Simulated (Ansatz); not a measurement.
All numbers below come from DFT PBE, scalar-relativistic, plane waves, PAW (Ansatz). The final run on the 12-atom cell used 420 eV, a Γ-centred 12×12×2 mesh, 0.10 eV smearing and collinear spin.

The zero of energy is the elements' standard structures at the same level; no fitted shifts are applied.

**Question.** Suggest a trial structure for a hexagonal metal with formula NbTe₈Mo₃, with a formation energy near −0.30 eV/atom and a density near 6.0 g/cm³, in a cell of 12 atoms.

**Answer.** NbTe₈Mo₃, space group P-6m2 (No. 187). Nb is surrounded by 6 Te at 2.80 Å; Te on its first site is surrounded by 3 Mo at 2.74 Å; Te on its second site has 3 Mo at 2.74 Å; Mo on a site of symmetry 3m has 6 Te at 2.74 Å; 3 more sites not described.

```cif
data_structure
_symmetry_space_group_name_H-M 'P-6m2'
_symmetry_Int_Tables_number 187
_cell_length_a 3.5847
_cell_length_b 3.5847
_cell_length_c 34.6057
_cell_angle_alpha 90.000
_cell_angle_beta 90.000
_cell_angle_gamma 120.000
_cell_volume 385.12
loop_
_atom_site_label
_atom_site_type_symbol
_atom_site_symmetry_multiplicity
_atom_site_Wyckoff_symbol
_atom_site_fract_x
_atom_site_fract_y
_atom_site_fract_z
_atom_site_occupancy
Nb1 Nb 1 a 0.00000 0.00000 0.00000 1
Te1 Te 2 h 0.33333 0.66667 0.19829 1
Te2 Te 2 h 0.33333 0.66667 0.44806 1
Te3 Te 2 h 0.33333 0.66667 0.69782 1
Te4 Te 2 h 0.33333 0.66667 0.94537 1
Mo1 Mo 2 g 0.00000 0.00000 0.25023 1
Mo2 Mo 1 b 0.00000 0.00000 0.50000 1
```

The volume per atom is 32.1 Å³. The density is 6.0 g/cm³, the energy over the elements is −0.30 eV/atom and the gap on the 12×12×2 mesh of the 12-atom cell is 0 eV (a metal). The net moment per atom is 0.04 μB. The moment by site is Nb 0.3 μB.

The structure comes from a generated guess, relaxed at this level; another structure or a mixture of phases may lie lower. Other answers may fit too; this one was computed.

No dispersion correction is applied, so the spacing and binding between layers, chains or molecules are poorly described. Spin–orbit coupling, which can matter for Te, is left out. The reference form of Te is held partly by dispersion forces, which this level lacks. Another magnetic order may lie lower. A structure relaxed within its symmetry needn't be a true minimum. Site moments count only spheres around the atoms; the net moment includes the space between them.
